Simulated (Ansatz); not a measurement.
Clean, relaxed (100) surface of W, space group Im-3m (No. 229) (top face towards +c; atoms held fixed, by place in the list: 1, 2):

```
W
1.0
     3.15436    0.00000    0.00000
     0.00000    3.15436    0.00000
     0.00000    0.00000   23.30872
W
5
Direct
  0.50000 0.50000 0.36467
  0.00000 0.00000 0.43234
  0.50000 0.50000 0.49852
  0.00000 0.00000 0.56821
  0.50000 0.50000 0.62813
```

All numbers below come from DFT PBEsol, scalar-relativistic, plane waves, PAW in Ansatz. Settings: cutoff 420 eV, Γ-centred mesh 9×9×1 on the computed 5-atom cell, Gaussian smearing of 0.10 eV; no spin polarisation. A dipole correction removes the field between periodic images along c.

N (atom) is put at the top (W) at (0.50, 0.50) site, one adsorbate per 9.9 Å², and relaxed. The adsorption energy is E(slab + adsorbate) − E(slab) − E(free adsorbate, spin-polarised where open-shell). Heights count from the highest slab atom after relaxation. Bonded neighbours lie within 1.25 times the sum of covalent radii (1.35 for H) and, on that scale, within 12 % of the closest. With the adsorbate the cell is lengthened along c to keep the vacuum.

Q: How strongly does it bind, and where does its anchoring atom end?

A: -4.98 eV; at (0.50, 0.50), 1 bonded neighbour (W).

Q: How high does its anchoring atom sit over the highest slab atom, and what is the shortest contact with the surface?

A: 1.70 Å; N–W 1.70 Å.

Q: The clean face has a work function of 4.21 eV. How does the adsorbate change it?

A: By +4.40 eV.

Each end is the local minimum or symmetric point that its start leads to. The slab is only 6.3 Å thick, so the energies aren't converged with thickness.

For at least one of the starts the bottom face's work function also shifts by over 0.1 eV: the slab is too thin to screen the adsorbate, so the work functions aren't converged with thickness.

Spin polarisation was left out, and a magnetic state may lie lower.